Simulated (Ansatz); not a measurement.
SrVHO₂:
```cif
data_HO2SrV
_chemical_formula_sum 'Sr1 V1 O2 H1'
_space_group_name_H-M_alt 'P 1'
_space_group_IT_number 1
_cell_length_a 3.84470
_cell_length_b 3.84470
_cell_length_c 3.63248
_cell_angle_alpha 90.000
_cell_angle_beta 90.000
_cell_angle_gamma 90.000
loop_
_space_group_symop_operation_xyz
  'x, y, z'
loop_
_atom_site_label
_atom_site_type_symbol
_atom_site_fract_x
_atom_site_fract_y
_atom_site_fract_z
_atom_site_occupancy
Sr1 Sr 0.50000 0.50000 0.50000 1
V1 V 0.00000 0.00000 0.00000 1
O1 O 0.50000 0.00000 0.00000 1
O2 O 0.00000 0.50000 0.00000 1
H1 H 0.00000 0.00000 0.50000 1
```

Relaxed with PBEsol.

Q: Decompose the optical modes at the zone centre into irreducible representations, and say which are infrared and Raman allowed.

A: Point group 4/mmm: Γ_opt = 3A2u + B2u + 4Eu. Infrared: A2u, Eu. Raman: none.

Q: Assign frequencies (DFPT, PBEsol in the plane-wave PAW code Ansatz).

A: A2u 171, Eu 181, B2u 361, Eu 396, A2u 435, Eu 564, Eu 699, A2u 1370 cm⁻¹.

Subscripts of B labels follow the axes of the standard setting.

Space group P4/mmm. The start of the workflow was typed in or built on a structure type; neither database checked (COD, Materials Project) lists it. Its standing as an ambient phase is unchecked. Symmetry was held in the PBEsol relaxation; whether a distortion lowers the energy is not shown. The workflow began spin-polarised and lost its moments. No Hubbard U is applied. The compound may be a true metal, but semilocal functionals without U, or a wrong spin order, can also close a gap. As this level gives no gap, phonon frequencies hold no LO–TO term and depend on the k-mesh and smearing (Fermi–Dirac, 0.1 eV here).

Potentials: the later of the program's two PAW sets.
